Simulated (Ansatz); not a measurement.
Starting cell, Mg (hcp, Mg type):

```xyz
2
Lattice="3.1862 0.0000 0.0000 -1.5931 2.7593 0.0000 0.0000 0.0000 5.2235" Properties=species:S:1:pos:R:3 pbc="T T T"
Mg     0.0000     1.8395     3.9176
Mg     1.5931     0.9198     1.3059
```

A phonon eigenvector at Γ is frozen into this cell: atom i moves by Q times the vector below, so Q is the largest atomic displacement, in Å. The cell is held.

```json
[
 {"atom": "Mg1", "x": "0.000", "y": "0.000", "z": "-1.000"},
 {"atom": "Mg2", "x": "0.000", "y": "0.000", "z": "1.000"}
]
```

All values below come from PBE (plane waves to 420 eV, PAW, scalar-relativistic; Ansatz, a quantum-chemistry and plane-wave program). k mesh 17×17×9 (Γ-centred), Fermi-Dirac smearing 0.05 eV. With partly filled bands, energies and forces of such displacements shift with the k mesh and the smearing. Mg was relaxed with its symmetry unable to fall. The PAW data are Ansatz's earlier set.

At one point of the scan the forces (eV/Å) are:

| atom | Fx | Fy | Fz |
|---|---|---|---|
| Mg1 | 0.000 | 0.000 | 0.355 |
| Mg2 | 0.000 | 0.000 | -0.355 |

Problem. Which point is it?
A. Q = 0.050 Å
B. Q = 0.067 Å
C. Q = 0.017 Å
D. Q = 0.083 Å

Solution. B, Q = 0.067 Å

(For displaced atoms, the force is minus the slope of the energy, and its curvature is a force constant, which sets phonon frequencies.)
